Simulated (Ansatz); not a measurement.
Ge₂Sb₂Te₅:
```yaml
crystal:
  lattice:
    - [2.12062, 1.22434, 17.52790]
    - [-2.12062, 1.22434, 17.52790]
    - [0.00000, -2.44868, 17.52790]
  atoms:
    - { symbol: Te, position: [0.00000, 0.00000, 0.00000] }
    - { symbol: Ge, position: [0.69931, 0.69931, 0.69931] }
    - { symbol: Te, position: [0.39780, 0.39780, 0.39780] }
    - { symbol: Sb, position: [0.10299, 0.10299, 0.10299] }
    - { symbol: Te, position: [0.80209, 0.80209, 0.80209] }
    - { symbol: Te, position: [0.19791, 0.19791, 0.19791] }
    - { symbol: Sb, position: [0.89701, 0.89701, 0.89701] }
    - { symbol: Te, position: [0.60220, 0.60220, 0.60220] }
    - { symbol: Ge, position: [0.30069, 0.30069, 0.30069] }
```

Relaxed with r²SCAN+D4. Special points in fractions of this cell's reciprocal vectors: Γ (0.000, 0.000, 0.000); T (0.500, 0.500, 0.500); H2 (0.830, 0.170, 0.500); H0 (0.500, -0.170, 0.170); L (0.500, 0.000, 0.000); S0 (0.335, -0.335, 0.000); S2 (0.665, 0.000, 0.335); F (0.500, 0.000, 0.500).

Q: List the band energies nearest the valence-band maximum at these points for r²SCAN+D4 in the plane-wave PAW code Ansatz.

A: In eV from the valence-band maximum; about four levels below and three above (degenerate sets whole), none deeper than 8.9 eV; points with the same levels are listed once.

| k | below | above |
|---|---|---|
| Γ | -1.37 -1.37 -0.88 -0.68 0.00 | 0.47 0.47 0.69 |
| T | -1.42 -1.42 -1.28 -0.41 -0.13 | 0.51 0.51 0.79 |
| H2 | -2.00 -1.23 -0.98 -0.78 | 1.05 1.27 1.75 |
| L | -1.61 -1.50 -1.46 -0.91 | 0.81 0.85 0.97 |
| S0 | -1.99 -1.15 -1.08 -0.76 | 1.02 1.33 1.64 |
| F | -1.98 -1.94 -1.56 -0.56 | 0.54 1.05 1.59 |

Space group R-3m. The start of the workflow was typed in or built on a structure type; neither database checked (COD, Materials Project) lists it. It is not the phase usual at ambient conditions (space group No. 164). The r²SCAN+D4 relaxation kept the symmetry of its start; its stability against distortions is not shown here. Spin–orbit coupling is left out wherever it is not named.

Potentials: the earlier of the program's two PAW sets.
